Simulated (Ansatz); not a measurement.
Starting cell, SrO (rock salt):

```
SrO
1.0
    0.00000     5.15993     5.15993
    2.57997     0.00000     2.57997
    2.57997     2.57997     0.00000
O Sr
2 2
Direct
  0.00000   0.00000   0.00000
  0.50000   0.00000   0.00000
  0.25000   0.50000   0.50000
  0.75000   0.50000   0.50000
```

The atoms are displaced by Q × the pattern below (from a DFPT mode at L = (0.5, 0.0, 0.0), largest move 1; Q in Å), at fixed cell. It is one choice among 2 degenerate patterns. (q is in reciprocal vectors of the primitive cell; the cell shown is doubled to hold the pattern.)

| atom | x | y | z |
|---|---|---|---|
| Sr3 | 0.285 | -0.520 | 0.805 |
| Sr4 | -0.285 | 0.520 | -0.805 |

Atoms not listed stay in place.

The numbers are results of r2SCAN (plane waves to 500 eV, PAW, scalar-relativistic; Ansatz, an electronic-structure program), not measurements. k mesh 11×11×11 (Γ-centred), Fermi-Dirac smearing 0.05 eV. Energies are smeared free energies. SrO was relaxed with its symmetry unable to fall. ΔE is measured from the undisplaced structure.

### Question
Give the computed ΔE (eV/cell) at Q (Å) = -0.100, -0.083, -0.017, 0.033, 0.050, 0.067, 0.083, 0.100.

### Answer
```csv
Q (Å),ΔE (eV/cell)
-0.100,0.0369
-0.083,0.0256
-0.017,0.0010
0.033,0.0041
0.050,0.0092
0.067,0.0164
0.083,0.0256
0.100,0.0369
```

(For displaced atoms, the force is minus the slope of the energy, and its curvature is a force constant, which sets phonon frequencies.)
